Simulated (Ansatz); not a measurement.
All numbers below come from Ansatz 0.2.0, DFT PBE, scalar-relativistic, plane waves, PAW. All cells share a 420 eV cutoff and Γ-centred k meshes spaced at most about 0.3 Å⁻¹ (about 0.25 or finer for metals, 2π included). No spin polarisation in the final relaxations.

All energies are static (0 K, no zero-point motion). All come from trial cells, and lower structures may exist.

Problem. Order these relaxed structures of La4HfO by energy, lowest first, with the energy over the lowest of them.
A. Space group P4/mmm (No. 123), tetragonal, a = 4.934 Å, c = 7.058 Å. La is surrounded by 2 O at 2.92 Å, 1 La at 3.14 Å, 2 Hf at 3.15 Å, 4 La at 3.49 Å and 1 La at 3.92 Å; Hf has 8 La at 3.15 Å; O has 8 La at 2.92 Å.
B. Space group Pmmm (No. 47), orthorhombic, a = 3.327 Å, b = 6.913 Å, c = 8.176 Å. La on its first site is surrounded by 2 O at 2.42 Å and 5 La at 3.33–3.52 Å; La on its second site is surrounded by 2 Hf at 3.02 Å and 5 La at 3.14–3.46 Å; around Hf lie 4 La at 3.02 Å and 2 Hf at 3.33 Å; O is surrounded by 4 La at 2.42 Å.
C. Space group F-43m (No. 216), cubic, a = 9.650 Å. Around La lie 1 O at 2.27 Å, 3 La at 3.12 Å, 3 La at 3.71 Å and 3 Hf at 4.04 Å; Hf is surrounded by 12 La at 4.04 Å and 4 O at 4.18 Å; around O lie 4 La at 2.27 Å and 4 Hf at 4.18 Å.
D. Space group P4/mmm (No. 123), tetragonal, a = 3.317 Å, c = 14.694 Å. La on its first site is surrounded by 4 La at 3.32 Å, 4 Hf at 3.41 Å and 4 La at 4.06 Å; La on its second site is surrounded by 4 O at 2.82 Å, 1 La at 3.12 Å, 4 La at 3.32 Å, 4 La at 4.06 Å and 8 La at 4.55–4.69 Å; Hf has 4 Hf at 3.32 Å and 8 La at 3.41 Å; around O lie 8 La at 2.82 Å and 4 O at 3.32 Å.

Solution. D (0 meV/atom), B (230 meV/atom), A (356 meV/atom), C (810 meV/atom). Forms: D P4/mmm; B Pmmm; A P4/mmm; C F-43m. Counting Hf or La atoms around O (for each partner element, those within 1.25 times its shortest distance or 1.15 times the sum of covalent radii, where it is the nearest in units of that sum or under 1.3): D has O 8; B has O 4; A has O 8; C has O 4.

Spin–orbit coupling, which can matter for Hf, is left out. A magnetic state wasn't ruled out in cells without spin, among them P4/mmm at 26.9 Å³/atom, P4/mmm at 28.6 Å³/atom, F-43m. Cells relaxed within their symmetry can be saddle points. Some types were kept out of the candidates beforehand, so the set may lack a known form.
